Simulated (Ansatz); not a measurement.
Task: Name crystals whose computed values (plane-wave PAW r²SCAN (Ansatz code)) fall in these windows: Θ_D (K) 1300 to 1900; HSE06 gap (eV) 1.7 to 2.5.

Result: 

| crystal | Θ_D (K) | HSE06 gap (eV) |
|---|---|---|
| B, α-B12 | 1550 | 2.10 |
Others may fit too.

The cell was relaxed under the symmetry of its start.

Potentials: the earlier of the program's two PAW sets.
